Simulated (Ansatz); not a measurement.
Property card for SiBCN

SiBCN:
```
CELL_PARAMETERS angstrom
      1.41489     0.81689     4.67418
     -1.41489     0.81689     4.67418
      0.00000    -1.63377     4.67418
ATOMIC_POSITIONS crystal
  B  0.99271 0.99271 0.99271
  N  0.12107 0.12107 0.12107
  Si 0.50414 0.50414 0.50414
  C  0.63211 0.63211 0.63211
```

Space group R3m (No. 160); conventional cell a = 2.8298 Å, b = 2.8298 Å, c = 14.0225 Å, α = 90.00°, β = 90.00°, γ = 120.00°.

Method: the program Ansatz at the r²SCAN level (PAW). The cell and atoms are relaxed at this level. Other levels are named where they apply.

### Cell and energy

- Volume per atom: 8.10 Å³
- Density: 3.33 g/cm³
- Formation energy from the elements (no fitted shifts): -445 meV/atom

### Electronic structure

* **Band gap**: 0.64 eV (indirect)
* **Valence-band maximum**: at Γ
* **Conduction-band minimum**: at F (3 equivalent valleys)
* **Smallest direct gap on the standard path**: 2.78 eV
* **Electron effective mass**: 0.25, 0.32, 0.56 mₑ (principal values)
* **Hole effective mass, band 1 of 2 at the edge**: 0.60 along x, 4.5 along z (mₑ)
* **Hole effective mass, band 2 of 2 at the edge**: 0.23 along x, 4.5 along z (mₑ)
* **HSE06 gap on the r²SCAN cell**: 1.25 eV

### Mechanics

Elastic constants (relaxed ions, GPa): C11 = 670, C12 = 116, C13 = 95.9, C14 = -63.0, C33 = 415, C44 = 196
Mechanical stability: stable (all eigenvalues of C positive)
Hill bulk and shear moduli: 256 and 220 GPa
Young's modulus: 513 GPa
Poisson's ratio: 0.17
Debye temperature from the elastic constants: 1330 K
Piezoelectric stress constants (proper, relaxed ions, C/m²): e15 = e24 = -0.36, e16 = e21 = -0.39, e22 = 0.39, e31 = e32 = 0.40, e33 = -3.29

### Charges

* **Bader charges**: B +1.87, N -2.36, Si +3.05, C -2.56 e

The start of the workflow was typed in or built on a structure type; neither database checked (COD, Materials Project) lists it. Whether it is the stable phase at ambient conditions was not checked. The r²SCAN relaxation kept the symmetry of its start; whether a distortion lowers the energy is not shown. The volume moved by -18 % from the start of the relaxation. Signs of piezoelectric constants follow the polarity of the cell as given. The references are the lowest solids computed at this level, not always the standard phases (solids in place of the gases).

Potentials: the earlier of the program's two PAW sets. The files were generated under PBE; for other functionals the program regenerates the frozen cores, and for LDA and PBEsol the local potential too.
